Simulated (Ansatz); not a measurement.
W (fcc, Cu type)

```yaml
crystal:
  lattice:
    - [0.00000, 1.98588, 1.98588]
    - [1.98588, 0.00000, 1.98588]
    - [1.98588, 1.98588, 0.00000]
  atoms:
    - { symbol: W, position: [0.00000, 0.00000, 0.00000] }
```

The slice is a {100} plane (indices of the conventional cell) through the point (0.000, 0.000, 0.000) (fractional), spanned by u = [100] and v = [0 1 -1] in vectors of this cell: u (2.81 Å) and v (2.81 Å, at 90° to u). It covers one period; positions are fractions (u, v).

These are LDA (plane waves to 420 eV, PAW, scalar-relativistic; Ansatz, a quantum-chemistry and plane-wave program) values and carry that method's errors. k mesh 20×20×20. Near the nuclei the fields are pseudised (PAW); where an atom keeps semicore shells as valence, they peak there. Spin-orbit coupling is left out, though W is heavy. This is one of several known forms of W; the measured ambient cells at hand have space group No. 229. W is run without spin polarisation. W was relaxed with its symmetry unable to fall.

Question: What is the valence density on the shortest W–W line in this plane (2.81 Å), at its midpoint?

Answer: 0.37 e/Å³.

Question: What is the ELF at the midpoint of the shortest W–W line in this plane (2.81 Å)?

Answer: 0.36.

Question: Sketch the valence electron density on this plane as a map.

Answer: 
```
|9999999999775533221111112233557799999999|
|9999999988775533221111112233557788999999|
|9999998877664422111111111122446677889999|
|9999887766443322111111111122334466778899|
|7777776644332211110000001111223344667777|
|6655554433221111000000000011112233445555|
|4433332222111100000000000000111122223333|
|2222221111110000000000000000001111112222|
|2211111111000000000000000000000011111111|
|1111111111000000000000000000000011111111|
|2211111111000000000000000000000011111111|
|2222221111110000000000000000001111112222|
|4433332222111100000000000000111122223333|
|6655554433221111000000000011112233445555|
|7777776644332211110000001111223344667777|
|9999887766443322111111111122334466778899|
|9999998877664422111111111122446677889999|
|9999999988775533221111112233557788999999|
|9999999999775533221111112233557799999999|
|8899999999776644222211222244667799999999|
```
Scale: ten equal steps from -0.69 (start of '0') to 0.72 (end of '9'), in the order '0123456789'. Values: log₁₀ of the valence density in e/Å³. The map has 20 points along u (two characters each, u = 0 at the left) and 20 along v (v = 0 in the bottom row). The scale is logarithmic, as a density can span decades between atoms and voids.
